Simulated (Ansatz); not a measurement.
Space group P-4m2 (No. 115). a = 4.596 Å, b = 4.596 Å, c = 13.060 Å, α = 90.00°, β = 90.00°, γ = 90.00°
```csv
atom,site,symmetry,x,y,z
Zn,1a,-4m2,0.0000,0.0000,0.0000
Cd,2f,2mm.,0.5000,0.5000,0.7590
Cd,1d,-4m2,0.0000,0.0000,0.5000
Te,2g,2mm.,0.5000,0.0000,0.6295
Te,2g,2mm.,0.5000,0.0000,0.1110
```

Equation of state of this ZnCd$_{3}$Te$_{4}$ structure (not necessarily the ground state), with shape and atoms relaxed at each volume where symmetry leaves them free. Method: DFT PBE, scalar-relativistic, plane waves, PAW in Ansatz 0.2.0.

Cutoff 420 eV; k points 6×6×2 on the computed 8-atom cell (Γ-centred); Gaussian smearing, width 0.02 eV; no spin polarisation.

| V (Å³/atom) | E − E(largest V) (meV/atom) | P (GPa) | gap on mesh (eV) |
| --- | --- | --- | --- |
| 30.345 | 39.15 | 6.35 | 1.06 |
| 31.380 | 4.86 | 4.33 | 0.94 |
| 32.414 | -17.42 | 2.62 | 0.84 |
| 33.449 | -29.60 | 1.19 | 0.73 |
| 34.483 | -33.28 | -0.01 | 0.64 |
| 35.518 | -29.82 | -1.03 | 0.54 |
| 36.552 | -20.35 | -1.88 | 0.46 |
| 37.932 | 0.00 | -2.81 | 0.34 |

Q: Fit a third-order Birch–Murnaghan equation, E = E0 + (9V0B0/16)·[(x − 1)³B0' + (x − 1)²(6 − 4x)] with x = (V0/V)^(2/3), to E(V).

A: V0 = 34.47 Å³/atom, B0 = 37 GPa, B0' = 4.7.

Spin-orbit coupling is left out, which matters for the bands of heavy elements.

The cell was found from a structure generator's guess, not taken from experiment.
